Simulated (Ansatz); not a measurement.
MoPd (L1₀ or tetragonal B2, P4/mmm) is relaxed with DFT-r²SCAN in the program Ansatz with PAW potentials. What lattice parameters of the conventional cell result?

a = 2.695 Å, c = 4.125 Å.

The start of the workflow was typed in or built on a structure type; neither database checked (COD, Materials Project) lists it. Whether it is the stable phase at ambient conditions was not checked. The r²SCAN relaxation kept the symmetry of its start; whether a distortion lowers the energy is not shown. No spin polarisation was allowed. Axis ratios of metals converge slowly with the k-mesh, so a and c are less sure than the volume.

Potentials: the later of the program's two PAW sets.
